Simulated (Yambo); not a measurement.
```
CsTaP2O8
1.0
    4.42272    -2.64543     0.00000
    4.42272     2.64543     0.00000
   -0.51583     0.00000     9.00212
O P Cs Ta
8 2 1 1
Cartesian
  6.52787   0.00000   8.23838
  1.80175   0.00000   0.76374
  3.89291   1.25192   1.31323
  4.43671  -1.25192   7.68889
  4.43671   1.25192   7.68889
  3.89291  -1.25192   1.31323
  2.68306   0.00000   3.17280
  5.64656   0.00000   5.82932
  5.28781   0.00000   7.27534
  3.04181   0.00000   1.72679
 -0.25791   0.00000   4.50106
  0.00000   0.00000   0.00000
```

Response from Yambo on PBEsol (Quantum ESPRESSO, PseudoDojo norm-conserving, 84 Ry, no spin-orbit coupling) bands: 4×4×2 mesh, 163 bands, 3 Ry local-field block, 0.2 eV broadening.

### Question
Give the static electronic dielectric constant without and with local fields along each axis.

### Answer
| field along | ε(0), independent particles | ε(0), RPA with local fields | refractive index √ε |
|---|---|---|---|
| x | 3.28 | 3.01 | 1.73 |
| y | 3.22 | 3.01 | 1.73 |
| z | 3.23 | 2.59 | 1.61 |
Electronic (clamped-ion) response only. Spin-orbit coupling, left out here, changes gap and response of such heavy elements. Convergence of the RPA response with its 4×4×2 mesh was not tested. x, y and z are Cartesian axes of the cell as given.

Geometry of the Materials Project entry, not relaxed at this level.

The structure is a Materials Project entry; no match was found in the copy of COD used, and its stability was not checked.
